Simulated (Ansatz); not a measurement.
Ta₂O₅:
Space group Pmmm (No. 47); a = 3.669 Å, b = 3.858 Å, c = 6.432 Å, α = 90.00°, β = 90.00°, γ = 90.00°

```
atom  site  symmetry       x       y       z
----  ----  --------  ------  ------  ------
Ta      1d       mmm  0.5000  0.0000  0.5000
Ta      1a       mmm  0.0000  0.0000  0.0000
O       1h       mmm  0.5000  0.5000  0.5000
O       2q       mm2  0.0000  0.0000  0.3207
O       1e       mmm  0.0000  0.5000  0.0000
O       1b       mmm  0.5000  0.0000  0.0000
```

Relaxed with PBEsol.

### Question
Which orbitals make up the states near the band edges in the program Ansatz at the PBEsol level (PAW)?

### Answer
Top 1 eV of the valence band: O 2p 97 %. Bottom 1 eV of the conduction band: Ta 5d 81 %, O 2p 10 %, Ta 6s 7 %. Projections are on Löwdin-orthogonalised atomic valence shells; empty p or d shells of many metals are not among them.

### Question
Tabulate the density of states.

### Answer
States/eV per cell of 7 atoms, in 0.25 eV bins, energy from the valence-band maximum.

| E (eV) | total | O 2p | Ta 5d | Ta 6s |
|---|---|---|---|---|
| -7.69 | 0.00 | 0.00 | 0.00 | 0.00 |
| -7.44 | 1.30 | 0.85 | 0.34 | 0.09 |
| -7.19 | 1.48 | 0.98 | 0.38 | 0.08 |
| -6.94 | 1.47 | 0.99 | 0.36 | 0.08 |
| -6.69 | 2.33 | 1.54 | 0.59 | 0.13 |
| -6.44 | 2.97 | 2.00 | 0.71 | 0.16 |
| -6.19 | 2.79 | 1.92 | 0.65 | 0.13 |
| -5.94 | 4.65 | 3.19 | 1.23 | 0.09 |
| -5.69 | 6.57 | 4.45 | 1.86 | 0.13 |
| -5.44 | 4.45 | 3.05 | 1.22 | 0.08 |
| -5.19 | 4.94 | 3.48 | 1.21 | 0.10 |
| -4.94 | 4.56 | 3.31 | 1.02 | 0.09 |
| -4.69 | 5.22 | 3.84 | 1.12 | 0.09 |
| -4.44 | 4.68 | 3.48 | 1.00 | 0.06 |
| -4.19 | 4.93 | 3.73 | 1.02 | 0.05 |
| -3.94 | 4.70 | 3.66 | 0.88 | 0.04 |
| -3.69 | 5.11 | 4.02 | 0.88 | 0.05 |
| -3.44 | 6.89 | 5.59 | 1.00 | 0.06 |
| -3.19 | 6.40 | 5.39 | 0.79 | 0.04 |
| -2.94 | 5.86 | 5.01 | 0.65 | 0.04 |
| -2.69 | 5.38 | 4.71 | 0.50 | 0.03 |
| -2.44 | 4.80 | 4.33 | 0.32 | 0.02 |
| -2.19 | 4.98 | 4.62 | 0.19 | 0.01 |
| -1.94 | 4.51 | 4.29 | 0.12 | 0.01 |
| -1.69 | 2.42 | 2.24 | 0.10 | 0.00 |
| -1.44 | 4.05 | 3.77 | 0.18 | 0.01 |
| -1.19 | 6.13 | 5.80 | 0.23 | 0.01 |
| -0.94 | 3.93 | 3.77 | 0.10 | 0.00 |
| -0.69 | 0.91 | 0.88 | 0.01 | 0.00 |
| -0.44 | 0.79 | 0.77 | 0.01 | 0.00 |
| -0.19 | 0.70 | 0.69 | 0.00 | 0.00 |
| 0.06 | 0.11 | 0.11 | 0.00 | 0.00 |
| 0.31 | 0.06 | 0.00 | 0.05 | 0.00 |
| 0.56 | 1.31 | 0.08 | 1.15 | 0.06 |
| 0.81 | 3.64 | 0.34 | 3.00 | 0.24 |
| 1.06 | 3.53 | 0.42 | 2.80 | 0.25 |
| 1.31 | 2.06 | 0.30 | 1.61 | 0.12 |
| 1.56 | 1.30 | 0.23 | 1.05 | 0.00 |
| 1.81 | 1.19 | 0.24 | 0.92 | 0.00 |
| 2.06 | 1.21 | 0.26 | 0.91 | 0.00 |
| 2.31 | 1.53 | 0.29 | 1.20 | 0.00 |
| 2.56 | 1.85 | 0.34 | 1.45 | 0.01 |
| 2.81 | 2.08 | 0.42 | 1.59 | 0.01 |
| 3.06 | 1.99 | 0.46 | 1.45 | 0.01 |
| 3.31 | 3.47 | 0.70 | 2.50 | 0.02 |
| 3.56 | 4.53 | 1.02 | 3.15 | 0.02 |
| 3.81 | 4.20 | 1.06 | 2.81 | 0.03 |
| 4.06 | 2.65 | 0.69 | 1.75 | 0.03 |
| 4.31 | 1.45 | 0.39 | 0.94 | 0.02 |
| 4.56 | 1.33 | 0.33 | 0.87 | 0.03 |
| 4.81 | 1.83 | 0.45 | 1.15 | 0.07 |
| 5.06 | 2.47 | 0.61 | 1.47 | 0.13 |

The first step of the workflow began from a Materials Project structure, measured or hypothetical; the Crystallography Open Database copy checked does not list it. COD files the formula under space group No. 49. Whether it is the stable phase at ambient conditions was not checked. The cell was relaxed with PBEsol under the symmetry of its start. At this level the phase is dynamically unstable (imaginary phonons). The run is not spin-polarised. Scalar-relativistic: spin–orbit coupling is off unless named, which matters more the heavier the elements.

Potentials: the earlier of the program's two PAW sets. The files were generated under PBE; for other functionals the program regenerates the frozen cores, and for LDA and PBEsol the local potential too.
